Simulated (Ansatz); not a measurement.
Ansatz input

```yaml
crystal:
  lattice:
    - [-1.7605716486, 2.1449357933, 1.5724799822]
    - [2.1449357933, -1.7605716486, 1.5724799822]
    - [3.5520067734, 3.5520067734, -0.8685163472]
  atoms:
    - { symbol: Zr, position: [0.042003787, 0.957996213, 1.0], spin: 1.0 }
    - { symbol: Zr, position: [0.707996213, 0.292003787, 0.5], spin: 1.0 }
hamiltonian:
  xc: pbe
  pseudopotentials:
    kind: paw
    azcp:
      Zr: "pseudopotentials/Zr.paw.azcp"
basis:
  ecutwfc: 420
  fft_grid_basis: typed
kpoints:
  mp_grid: { grid: [18, 18, 10], shift: [0, 0, 0] }
magnetization:
  spin_polarized: true
scf:
  occupations: { method: fermi_dirac, width: 0.05 }
output:
  stress: true
  write_density: true
  write_potential: true
  elf: true
  volumetric_format: npy
```

and its output:

```
Engine: ansatz 0.2.0, x86_64-unknown-linux-gnu
Pseudopotentials: kind: paw
Pseudopotential: Zr, paw, valence charge 12, recommended cutoff 420 eV (normal) 
Functional definition: PBE
  parameter kappa = 0.804
  parameter beta = 0.06672455060314922
  exchange = pbe_x(kappa = kappa, mu = beta*pi^2/3)
  correlation = pbe_c(beta = beta)
Crystal: 2 atoms, lattice volume = 44.932 Å³
Basis set: ecut = 420 eV, 881 PW (Γ)
Bands: 17, of which v1, the nominal top of the filled ones, is band 12 counted from 1 (11 counted from 0)
Symmetry: 4 space group operations
Space group: C2/c (ITA 15), of the structure as read, at distance tolerance 3.6e-5 Å
Magnetic group: BNS 15.85 (UNI 92), of the structure as read, at distance tolerance 3.6e-5 Å
k-points: 866 of 3240
Non-local potential: Zr, projectors of the file, l = 0: 3, l = 1: 2, l = 2: 2, l = 3: 2
PAW form: soft (Blöchl's): semilocal exchange-correlation on the pseudo side does not see the compensation charge
PAW one-centre angular grid: Zr, 590 points (default); XC on 64 Gauss nodes
Initial density: superposition of atomic densities (chi_scale 0.1, normalization cell)
Starting moments: Σ|m| = 2 μB on 2 of 2 sites
Initial wavefunctions: pseudopotential atomic-orbital guess
Functional: x = pbe(κ = 0.804, μ = 0.2195149727645171), c = pbe(β = 0.06672455060314922)
iter 1 solved again at ethr=2.14e-3 eV; its pass at ethr=3.10e-3 eV (dr2=5.14e-1 eV) is discarded
SCF iter   1: F=—  HF=-8367.868403 eV  |F-HF|=—  |Δ(HF+E_count)|=         —  Δρ=3.47e-2 (↑3.47e-2 ↓2.10e-2)  dr2=5.12e-1  dr2_m=2.46e-1  M=0.297 μB ∫|m|=0.297 μB  β_m=0.30  ethr=2.14e-3  ⟨swp⟩=1.0  Hψ=166652  notcnv=0
Mixer restart at iter 1: flushing history
SCF iter   2: F=—  HF=-8367.742886 eV  |F-HF|=—  |Δ(HF+E_count)|=   1.26e-1  Δρ=2.54e-2 (↑2.54e-2 ↓1.55e-2)  dr2=2.96e-1  dr2_m=1.29e-1  M=0.242 μB ∫|m|=0.242 μB  β_m=0.65  ethr=2.13e-3  ⟨swp⟩=1.7  Hψ=33315  notcnv=0
SCF iter   3: F=—  HF=-8367.656041 eV  |F-HF|=—  |Δ(HF+E_count)|=   8.68e-2  Δρ=1.42e-3 (↑1.42e-3 ↓9.73e-4)  dr2=9.89e-4  dr2_m=1.85e-4  M=0.029 μB ∫|m|=0.029 μB  β_m=0.75  ethr=1.23e-3  ⟨swp⟩=2.6  Hψ=55698  notcnv=0
SCF iter   4: F=—  HF=-8367.656796 eV  |F-HF|=—  |Δ(HF+E_count)|=   7.55e-4  Δρ=3.88e-4 (↑3.36e-4 ↓3.88e-4)  dr2=9.93e-5  dr2_m=3.38e-5  M=0.013 μB ∫|m|=0.013 μB  β_m=0.74  ethr=4.12e-6  ⟨swp⟩=2.0  Hψ=50026  notcnv=0
SCF iter   5: F=—  HF=-8367.656848 eV  |F-HF|=—  |Δ(HF+E_count)|=   5.23e-5  Δρ=1.15e-4 (↑1.15e-4 ↓1.02e-4)  dr2=1.35e-6  dr2_m=4.53e-6  M=0.005 μB ∫|m|=0.005 μB  β_m=0.84  ethr=4.14e-7  ⟨swp⟩=2.1  Hψ=48636  notcnv=0
SCF iter   6: F=—  HF=-8367.656862 eV  |F-HF|=—  |Δ(HF+E_count)|=   1.41e-5  Δρ=4.02e-5 (↑4.02e-5 ↓3.65e-5)  dr2=6.02e-8  dr2_m=5.92e-7  M=0.002 μB ∫|m|=0.002 μB  β_m=0.92  ethr=5.61e-9  ⟨swp⟩=2.0  Hψ=51567  notcnv=0
SCF iter   7: F=—  HF=-8367.656864 eV  |F-HF|=—  |Δ(HF+E_count)|=   2.20e-6  Δρ=6.36e-6 (↑4.49e-6 ↓6.36e-6)  dr2=5.34e-9  dr2_m=1.15e-8  M=0.000 μB ∫|m|=0.000 μB  β_m=0.93  ethr=2.51e-10  ⟨swp⟩=2.5  Hψ=52581  notcnv=0
SCF iter   8: F=—  HF=-8367.656864 eV  |F-HF|=—  |Δ(HF+E_count)|=   4.92e-8  Δρ=1.54e-6 (↑1.54e-6 ↓1.39e-6)  dr2=2.89e-10  dr2_m=8.23e-10  M=0.000 μB ∫|m|=0.000 μB  β_m=0.97  ethr=2.23e-11  ⟨swp⟩=2.0  Hψ=48166  notcnv=0
SCF iter   9: F=—  HF=-8367.656864 eV  |F-HF|=—  |Δ(HF+E_count)|=   4.57e-9  Δρ=4.74e-7 (↑4.74e-7 ↓3.87e-7)  dr2=1.14e-10  dr2_m=5.06e-11  M=-0.000 μB ∫|m|=0.000 μB  β_m=0.90  ethr=1.20e-12  ⟨swp⟩=2.0  Hψ=51626  notcnv=0
SCF iter  10: F=-8367.656864 eV  HF=-8367.656864 eV  |F-HF|=9.09e-12  |Δ(HF+E_count)|=  1.31e-10  Δρ=1.29e-7 (↑1.24e-7 ↓1.29e-7)  dr2=5.67e-12  dr2_m=5.19e-12  M=-0.000 μB ∫|m|=0.000 μB  ethr=1.00e-12  ⟨swp⟩=4.2  Hψ=133123  notcnv=0
SCF 1 converged in 10 iterations: F = -8367.656864 eV  dr2 = 5.67e-12
WARN: the starting moments were not kept: the SCF closed with an absolute magnetisation of 4.2e-6 μB, where they sum to 2 μB in size (2 sites). That is at most 0.1 of that sum. Measured as dr2_m measures the in/out step, that magnetisation stands 2.1e-12 eV from none, at or under the dr2_threshold of 1.0e-7 eV: it is no larger than a step whose dr2_m would equal this threshold. The system may hold no moment; this SCF shows only that its start led to no more than that. To try another start: raise the starting moments (crystal.atoms[].spin, magnetization.per_species, magnetization.initial_magnetization, or on a non-collinear deck that types none of these the spinor_matrix: blocks that start its atoms; where the total moment is fixed, keep their sum and leave initial_magnetization as it is; typed ones take the place of any that the run laid by itself, positive ones on a crystal's lanthanoids without a Hubbard term where scf.initial_density.shell_occupations: [] is typed) or, if the notice of its spin-set hold's release reads "site moments contracting" or "site moments show no strong build", lengthen the hold (scf.mixing.spin_hold: { on: { confirm: 4 } }; for m-r²SCAN on two components see the key's manual first). Each may lead to a state that holds a moment. A second SCF, from the converged charge density, with the starting moments and any scf.initial_density.shell_occupations laid on it anew, would have followed, and was not run: the deck does not ask for one (magnetization.retry_lost_moments is false, the default). To let it run, set magnetization.retry_lost_moments: true and run the deck again, where that key's refused combinations let it; where memory then withholds it, that run's warning says so.
SCF converged after 10 iterations
Magnetization: -0.0000 μB (12.0000 up, 12.0000 down)
Absolute magnetization: 0.0000 μB (∫|ρ↑−ρ↓|, with the PAW one-centre terms)
Spin contamination: 0.0000 ħ² per cell (⟨S²⟩ above its minimum at these occupations)
Per-site moments (μB) at R_I (Å): [(-1.0175536490849992e-6, 1.2968256636331337), (-1.017553649073935e-6, 1.2968256636331337)]
Free energy (F): -8367.656864 eV
Harris-Foulkes:  -8367.656864 eV  (|F-HF|=9.09e-12)
Internal energy: -8367.639655 eV  (E = F + TS)
E sigma→0 (E₀):  -8367.648260 eV
Entropy (-TS):   -0.017210 eV (-8.605 meV/atom)
Fermi energy:    14.596239 eV
--- Per-component energies (eV) ---
  E_band       = -178.694371
  E_kinetic    = 667.390603
  E_local      = -1220.319648  (includes V_loc(G=0)·N_el)
  E_nonlocal   = 161.348519
  E_hartree    = 378.298917
  E_xc         = -323.695422
  E_vxc        = -382.377310  (∫ρ·V_xc dr)
  E_paw        = -5908.413822  (= ΣΔE_a)
  E_vpaw       = -161.334417  (= ΣTr[D̂ρ^β])
  E_aug_tail   = 0.000050  (compensation charges beyond the density's cutoff)
  E_ewald      = -2122.248852
  E_smearing   = -0.017210  (= −TS)
  E_closure    = 0.000000  (closes the sum)
  Σ components = -8367.656864   (vs F -8367.656864, Δ=0.00e0)
--- Stress (GPa, compression-positive) ---
        4.107790       0.187412      -0.049618
        0.187412       4.107790      -0.049618
       -0.049618      -0.049618       3.893308
  P = ⅓ Tr σ = 4.0363 GPa (40.363 kbar)
--- Band table (eV; the first three rows and the last of 1732) ---
  k-point 0 ↑: bands = ["-34.1599", "-33.9825", "-12.7534", "-11.7832", "-11.7806", "-11.6319", "-11.6272", "-11.6270", "8.8859", "11.4658", "15.4555", "15.4747", "15.5908", "15.8806", "16.1822", "16.1891", "16.8095"]
  k-point 1 ↑: bands = ["-34.1557", "-33.9870", "-12.7278", "-11.7794", "-11.7768", "-11.6615", "-11.6310", "-11.6308", "8.9732", "11.4656", "15.4077", "15.4261", "15.5226", "15.7118", "16.1152", "16.1220", "16.9451"]
  k-point 2 ↑: bands = ["-34.1433", "-33.9998", "-12.6531", "-11.7685", "-11.7660", "-11.7468", "-11.6422", "-11.6418", "9.2269", "11.4434", "15.3055", "15.3198", "15.3338", "15.3364", "15.9439", "15.9505", "17.2893"]
  k-point 865 ↓: bands = ["-33.9720", "-33.9720", "-12.6442", "-12.6442", "-11.9072", "-11.9072", "-11.8861", "-11.8861", "11.6256", "11.6256", "13.4612", "13.4612", "16.3628", "16.3628", "16.8793", "16.8793", "19.9561"]
```
